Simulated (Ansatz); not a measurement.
In the program Ansatz at the PBE level (PAW), SiGe in the trigonal phase (R-3m; Si on 6c, Ge on 6c) relaxes to a = 3.963 Å, c = 19.384 Å. Si has 4 nearest neighbours from 2.36 Å (tetrahedral); Ge has 4 nearest neighbours from 2.43 Å (tetrahedral). Its formation energy from the elements is 1.9 kJ/mol-atom, with no fitted shifts.

The Kohn–Sham gap is 0.38 eV (indirect). The valence maximum lies at Γ and the conduction minimum at F (3 equivalent valleys). Gap from PBE with spin–orbit coupling: 0.32 eV. The electron mass is 0.11, 0.16, 0.59 mₑ (principal values).

The bulk modulus is 73.6 GPa.

The start of the workflow was typed in or built on a structure type; neither database checked (COD, Materials Project) lists it. Whether it is the stable phase at ambient conditions was not checked. The cell was relaxed with PBE under the symmetry of its start; its stability against distortions is not shown here. The references are the lowest solids computed at this level, not always the standard phases. Spin–orbit coupling is left out wherever it is not named.

Potentials: the earlier of the program's two PAW sets.
